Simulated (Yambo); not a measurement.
Yambo run on GeO2 (rutile, space group P4_2/mnm, No. 136). The wavefunctions are PBE (stringent potentials; Quantum ESPRESSO, PseudoDojo norm-conserving, 124 Ry, no spin-orbit coupling) ones on a 4×4×4 mesh (34 occupied bands); a = 4.423 Å, b = 4.423 Å, c = 2.884 Å, α = 90.00°, β = 90.00°, γ = 90.00°.

Yambo input:

```
rim_cut
gw0
dyson
el_el_corr
HF_and_locXC
ppa
em1d
RandQpts= 1000000
RandGvec= 1 Ry
EXXRLvcs= 124 Ry
VXCRLvcs= 496 Ry
Chimod= "HARTREE"
% BndsRnXp
 9 | 205 |
%
NGsBlkXp= 12 Ry
% LongDrXp
 1.0 | 1.0 | 1.0 |
%
PPAPntXp= 27.2114 eV
% GbndRnge
 1 | 119 |
%
GTermKind= "BG"
DysSolver= "n"
ExtendOut
% QPkrange
 1 | 1 | 34 | 35 |
%
```

k points by index: 1 = Γ.

Table of the .qp output:

```
#    K-point    Band    Eo [eV]    E [eV]    E-Eo [eV]    Vxc [eV]    Vnlxc [eV]    Sc|Eo [eV]    Sc|E [eV]    dSc/dw|Eo [eV]    Re(Z)    Im(Z)
#
    1    34    0.000000    -0.884250    -0.884250    -20.96902    -26.90729    4.824286    5.054023    -7.068913    0.793789    -0.001066
    1    35    1.676628    2.498124    0.821496    -18.33733    -14.03826    -3.316272    -3.477578    -5.342821    0.835878    -0.787746E-3
```
(The two width columns are left out.) Convergence of these settings isn't established.

Geometry relaxed with PBEsol.
